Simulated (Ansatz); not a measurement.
## C: zone-centre modes

Computed with Ansatz 0.2.0, DFT LDA, scalar-relativistic, plane waves, PAW. The runs took a 420 eV cutoff, a Γ-centred 16×16×6 mesh and Gaussian smearing (0.03 eV). No spin polarisation.

Reference structure (relaxed at this level; this form isn't the usual structure):

```
CELL_PARAMETERS angstrom
1.22278 2.11665 0.00000
1.22278 -2.11665 0.00000
0.00000 0.00000 -6.71950
ATOMIC_POSITIONS crystal
C 0.16671 0.83329 0.00000
C 0.66671 0.33329 0.50000
C 0.83329 0.16671 0.00000
C 0.33329 0.66671 0.50000
```

The cell holds layers and no dispersion correction was added, so their binding is poorly described.

Harmonic modes by finite displacements of 0.02 Å, without the LO–TO term. The cell doubles the primitive one, so its zone centre also holds the primitive cell's point q = (1/2, 1/2, 0).

(1) At this geometry, is the structure stable against these modes?

(2) List the wavenumbers in cm⁻¹.

Results:

(1) No: 1 mode is unstable, the strongest at 38i cm⁻¹.

(2) 38i, 0, 0, 0, 56, 112, 887, 889, 1600, 1600, 1606, 1614.

Cost: 1 run of about 1.2 core-minutes, on Intel Xeon Processor @ 2.70GHz (shared hosts).